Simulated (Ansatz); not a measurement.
Task: Each is relaxed and computed with the program Ansatz at the r²SCAN level (PAW). Which is the only one with a gap?
A) CsSrF3, cubic perovskite
B) SrGaSi, P-6m2 (Sr on 1a, Ga on 1d, Si on 1f)
C) LuBRh3, cubic perovskite
D) Sr2GaSi, Amm2 (Sr on 2b, Sr on 2a, Ga on 2b, Si on 2a)

Result: A, CsSrF3, cubic perovskite. CsSrF3: gap 7.17 eV (direct); LuBRh3: metal; Sr2GaSi: metal; SrGaSi: metal. Standing as an ambient phase not checked: CsSrF3, cubic perovskite; LuBRh3, cubic perovskite; Sr2GaSi, Amm2 (Sr on 2b, Sr on 2a, Ga on 2b, Si on 2a); SrGaSi, P-6m2 (Sr on 1a, Ga on 1d, Si on 1f). Perhaps ordered models of mixed-site phases: Sr2GaSi, Amm2 (Sr on 2b, Sr on 2a, Ga on 2b, Si on 2a); SrGaSi, P-6m2 (Sr on 1a, Ga on 1d, Si on 1f). All cells were relaxed under the symmetry of their starts (and spin orders); stability against distortions was not tested throughout. Rows with no word on spin ran without spin polarisation. Scalar-relativistic: spin–orbit coupling is off unless named, which matters more the heavier the elements.

Potentials: the later of the program's two PAW sets.
